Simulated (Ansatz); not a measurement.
A distorted cell of Pt (fcc, Cu type):

```
Pt
1.0
    3.97009     0.00000     0.00000
    0.00000     3.97009     0.00000
    0.00000     0.00000     3.97009
Pt
4
Cartesian
  0.00000   0.00000   0.00000
  1.98504   1.98504   0.00000
  2.06424   0.00000   2.06424
  0.00000   1.98504   1.98504
```

The numbers are results of PBE (plane waves to 420 eV, PAW, scalar-relativistic; Ansatz, a program for electronic structure), not measurements. k mesh 10×10×10 (Γ-centred), Fermi-Dirac smearing 0.05 eV. Energies are smeared free energies. Stress and pressure are positive under compression. With partly filled bands, energies and forces of such displacements shift with the k mesh and the smearing. Pt is run without spin polarisation. Pt was relaxed with its symmetry unable to fall. Spin-orbit coupling is left out, though Pt is heavy. The PAW data are Ansatz's earlier set.

Question: Predict the force on every atom, in eV/Å.

Answer: 
```tsv
atom	Fx	Fy	Fz
Pt1	0.481	0.000	0.481
Pt2	-0.044	0.000	0.459
Pt3	-0.896	0.000	-0.896
Pt4	0.459	0.000	-0.044
```

Question: Give the stress tensor in GPa and the pressure.

Answer: 
```
    0.8      0.0      0.3
    0.0      0.7      0.0
    0.3      0.0      0.8
```
The pressure, a third of the trace, is 0.8 GPa.

Question: In it atom 3 sits (0.079, 0.000, 0.079) Å away from its relaxed site. What is its energy relative to the relaxed cell?

Answer: 71 meV/cell.

(A displaced cell: forces are minus the slopes of the energy, force constants its curvatures, and phonons follow from these.)
